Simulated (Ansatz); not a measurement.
# ReS3: computed properties

Method: DFT PBE, scalar-relativistic, plane waves, PAW (Ansatz 0.2.0).

Settings: cutoff 420 eV, Γ-centred mesh 14×14×6 on the computed 4-atom cell, Gaussian smearing of 0.10 eV; no spin polarisation.

The structure is relaxed at this level of theory with its symmetry kept, and needn't be the ground state of this composition.

```
Re S
1.0
     3.30057    0.00000    0.00000
     0.00000    3.30057    0.00000
     0.00000    0.00000    8.50951
Re S
1 3
Direct
  0.00000 0.00000 0.00000
  0.00000 0.50000 0.50000
  0.50000 0.00000 0.50000
  0.50000 0.50000 0.00000
```

| Quantity | Value |
| --- | --- |
| Space group | P4/mmm (No. 123) |
| Volume per atom | 23.18 Å³ |
| Formation energy from the elements' standard states (uncorrected) | +0.962 eV/atom |
| Kohn–Sham band gap | none (metal) |
| Density of states at the Fermi level | 6.1 states/eV per cell |
| Orbital (Löwdin) character within 0.5 eV of the Fermi level | Re 5d 66 %, S 3p 24 % |
| Bader charge by site (e) | Re (1 in the cell) 0.88, S (2 in the cell) -0.02, S (1 in the cell) -0.83 |

Spin-orbit coupling is left out, which matters for the bands of heavy elements. The cell holds layers, chains or molecules and no dispersion correction was added, so their binding is poorly described.

A magnetic start lost its moments in a first run, so spin was left out; other magnetic orders weren't tried.

Another cell of ReS3 relaxed alike, in P6_3/mmc, lies 1.07 eV/atom lower, so this cell isn't the stable form at this level.

The cell was found from a structure generator's guess, not taken from experiment. Löwdin shares on free-atom orbitals overweight diffuse shells.
